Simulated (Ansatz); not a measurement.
BaBiClO2:
```cif
data_Ba2Bi2Cl2O4
_chemical_formula_sum 'Ba2 Bi2 Cl2 O4'
_space_group_name_H-M_alt 'P 1'
_space_group_IT_number 1
_cell_length_a 7.05558
_cell_length_b 7.05558
_cell_length_c 5.68604
_cell_angle_alpha 90.000
_cell_angle_beta 90.000
_cell_angle_gamma 130.960
loop_
_space_group_symop_operation_xyz
  'x, y, z'
loop_
_atom_site_label
_atom_site_type_symbol
_atom_site_fract_x
_atom_site_fract_y
_atom_site_fract_z
_atom_site_occupancy
Ba1 Ba 0.61899 0.38101 0.75000 1
Ba2 Ba 0.38101 0.61899 0.25000 1
Bi1 Bi 0.92243 0.07757 0.75000 1
Bi2 Bi 0.07757 0.92243 0.25000 1
Cl1 Cl 0.25381 0.74619 0.75000 1
Cl2 Cl 0.74619 0.25381 0.25000 1
O1 O 0.77097 0.77097 0.50000 1
O2 O 0.22903 0.22903 0.50000 1
O3 O 0.22903 0.22903 0.00000 1
O4 O 0.77097 0.77097 0.00000 1
```

Relaxed with PBEsol. Plane-wave PAW PBEsol (Ansatz code) gives a gap of 3.23 eV.

### Question
What gap does HSE06 give on the same cell (Ansatz, PAW)?

### Answer
4.41 eV, 1.18 eV more. The hybrid was solved on a coarser mesh and at special points; its gap is the smallest among all of these.

```json
[
 {"k": "Γ", "v1 PBEsol": "-0.39", "c1 PBEsol": "3.51", "v1 HSE06": "…", "c1 HSE06": "…"},
 {"k": "Y", "v1 PBEsol": "-0.47", "c1 PBEsol": "3.27", "v1 HSE06": "-0.47", "c1 HSE06": "4.47"},
 {"k": "T", "v1 PBEsol": "-0.68", "c1 PBEsol": "4.10", "v1 HSE06": "…", "c1 HSE06": "…"},
 {"k": "Z", "v1 PBEsol": "-0.63", "c1 PBEsol": "4.07", "v1 HSE06": "…", "c1 HSE06": "…"},
 {"k": "S", "v1 PBEsol": "0.00", "c1 PBEsol": "3.27", "v1 HSE06": "0.00", "c1 HSE06": "4.45"},
 {"k": "R", "v1 PBEsol": "-0.48", "c1 PBEsol": "4.40", "v1 HSE06": "-0.54", "c1 HSE06": "5.61"},
 {"k": "Σ0", "v1 PBEsol": "-0.08", "c1 PBEsol": "3.44", "v1 HSE06": "…", "c1 HSE06": "…"},
 {"k": "A0", "v1 PBEsol": "-0.56", "c1 PBEsol": "4.25", "v1 HSE06": "-0.62", "c1 HSE06": "5.46"}
]
```

### Question
Top valence (v1) and lowest conduction level (c1) in eV from each method's valence maximum (which need not be a listed point): supply the withheld HSE06 values.

### Answer

- T, v1 HSE06: -0.80
- T, c1 HSE06: 5.32
- Γ, v1 HSE06: -0.39
- Γ, c1 HSE06: 4.71
- Σ0, v1 HSE06: -0.08
- Σ0, c1 HSE06: 4.62
- Z, v1 HSE06: -0.70
- Z, c1 HSE06: 5.31

Cost on shared cores: the PBEsol run (SCF on a 5×5×5 mesh, then bands and DOS) around 6 core-minutes (rough), the HSE06 run (SCF on 3×3×3, then a few points) very roughly 17 core-minutes; the tasks are unlike.

Space group Cmcm. The workflow started from a Materials Project entry (that database holds measured and hypothetical structures alike); the Crystallography Open Database copy checked does not list it. Whether it is the stable phase at ambient conditions was not checked. The cell was relaxed with PBEsol under the symmetry of its start; whether a distortion lowers the energy is not shown. Spin–orbit coupling is left out wherever it is not named.

Potentials: the later of the program's two PAW sets.
